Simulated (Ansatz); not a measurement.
# Rb₂MnS₂, several self-consistent solutions

```
Rb Mn S
1.0
    -3.55950    6.57000    3.14750
     3.55950   -6.57000    3.14750
     3.55950    6.57000   -3.14750
Rb Mn S
4 2 4
Direct
  0.14885 0.34490 0.49375
  0.85115 0.65510 0.50625
  0.35115 0.84490 0.19605
  0.64885 0.15510 0.80395
  0.25000 0.25000 0.00000
  0.75000 0.75000 0.00000
  0.89960 0.18730 0.08690
  0.10040 0.81270 0.91310
  0.60040 0.68730 0.28770
  0.39960 0.31270 0.71230
```

Computed with plane-wave PAW DFT (Ansatz 0.2.0): r2SCAN, 500 eV cutoff, 5×5×5 Γ-centred mesh, fermi-dirac occupations of width 0.050 eV. The atoms are fixed and numbered as listed; spin is collinear, without spin-orbit coupling.

The cycle has several fixed points for this cell. Moments (μB):

| state | Mn5 | Mn6 | other atoms together | size of the net moment a cell |
| --- | --- | --- | --- | --- |
| A | 4.22 | 4.22 | 0.38 | 10.00 |
| B | 4.14 | -4.14 | 0.00 | 0.00 |
| C | 0.00 | 0.00 | 0.00 | 0.00 |

Site moments are taken in small spheres that don't touch (radius about 0.4 of the atom's shortest bond), so those of the magnetic atoms read low, and they needn't add up to the net moment. State C was run without spin polarisation.

Which state has the lowest energy at zero smearing, and how far up are the others?

State B (antiparallel, compensated) is lowest; A (parallel moments) lies 34 meV above it, C (without moments) lies 757 meV above it, all counted an atom of the cell.

Which states have a gap on the mesh, and what pressure does each exert on this cell?

A: gap 2.03 eV, 0.4 GPa; B: gap 2.72 eV, -0.3 GPa; C: no gap, -5.2 GPa (positive in compression). Moments take up room: without them the pressure is lower, so that state wants a smaller cell.

Compare the parallel order A with the antiparallel order B.

Between A and B the moments keep their size (4.22 against 4.14 μB in the mean), so the difference mostly measures the exchange between the flipped sites: the antiparallel order gains 171 meV for each Mn atom. The nearest flipped pair stands 3.15 Å apart. Flipped pairs are linked through S; the widest Mn–S–Mn angle among the nearer links is 80°, at 3.15 Å between the metal atoms.

What does magnetism gain here?

757 meV an atom of the cell, or 3785 meV for each Mn atom, against state C, which has none. A run without spin would miss this and give wrong energies and forces. That state isn't the paramagnet, which keeps its moments, so this is no ordering energy.

The cell is that of a Crystallography Open Database entry, unchanged.

Caveats: only orders that fit this cell and collinear spins were tried, so the true order may need a larger cell or canted moments; atoms and cell are not relaxed, and each state would relax in its own way; semilocal functionals without U often misplace the states of 3d oxides, halides and chalcogenides; the k mesh is coarse, so differences of a few meV are uncertain where a state is a metal; one start a pattern, so a lower state of the same pattern may exist.
